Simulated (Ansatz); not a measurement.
SiO2:
```yaml
crystal:
  lattice:
    - [2.82133, 0.00000, 0.00000]
    - [0.00000, 2.82133, 0.00000]
    - [0.00000, 0.00000, 8.60539]
  atoms:
    - { symbol: Si, position: [0.00000, 0.00000, 0.00000] }
    - { symbol: Si, position: [0.50000, 0.50000, 0.50000] }
    - { symbol: O, position: [0.00000, 0.50000, 0.09925] }
    - { symbol: O, position: [0.00000, 0.50000, 0.59925] }
    - { symbol: O, position: [0.50000, 0.00000, 0.40075] }
    - { symbol: O, position: [0.50000, 0.00000, 0.90075] }
```

Relaxed with PBEsol. Plane-wave PAW PBEsol (Ansatz code) gives a gap of 5.04 eV.

**Question.** What gap does HSE06 give on the same cell (Ansatz, PAW)?

**Answer.** 7.04 eV, 2.01 eV more. The hybrid was solved on a coarser mesh and at special points; the gap given is the minimum over both.

```json
[
 {"k": "Γ", "v1 PBEsol": "-0.31", "c1 PBEsol": "5.04", "v1 HSE06": "-0.34", "c1 HSE06": "7.04"},
 {"k": "Z", "v1 PBEsol": "-0.33", "c1 PBEsol": "5.67", "v1 HSE06": "[?]", "c1 HSE06": "[?]"},
 {"k": "M", "v1 PBEsol": "-0.68", "c1 PBEsol": "7.23", "v1 HSE06": "[?]", "c1 HSE06": "[?]"},
 {"k": "A", "v1 PBEsol": "-0.68", "c1 PBEsol": "7.73", "v1 HSE06": "[?]", "c1 HSE06": "[?]"},
 {"k": "R", "v1 PBEsol": "-0.22", "c1 PBEsol": "8.18", "v1 HSE06": "[?]", "c1 HSE06": "[?]"},
 {"k": "X", "v1 PBEsol": "-0.22", "c1 PBEsol": "8.15", "v1 HSE06": "-0.27", "c1 HSE06": "10.34"}
]
```

**Question.** Top valence (v1) and lowest conduction level (c1) in eV from each method's valence maximum (which need not be a listed point): supply the withheld HSE06 values.

**Answer.** 
- Z, v1 HSE06: -0.35
- Z, c1 HSE06: 7.72
- R, v1 HSE06: -0.27
- R, c1 HSE06: 10.36
- M, v1 HSE06: -0.74
- M, c1 HSE06: 9.27
- A, v1 HSE06: -0.74
- A, c1 HSE06: 9.81

Cost on shared cores: the PBEsol run (SCF on a 10×10×4 mesh, then bands and DOS) very roughly 30 core-seconds, the HSE06 run (SCF on 6×6×2, then a few points) very roughly 90 core-seconds; the tasks are unlike.

Space group P4_2/nmc. The cell is a constructed one: a structure type filled with these elements; neither database checked (COD, Materials Project) lists it. It is not the phase usual at ambient conditions (space group No. 92, 152, 154). The PBEsol relaxation kept the symmetry of its start; whether a distortion lowers the energy is not shown.

Potentials: the earlier of the program's two PAW sets. The files were generated under PBE; for other functionals the program regenerates the frozen cores, and for LDA and PBEsol the local potential too.
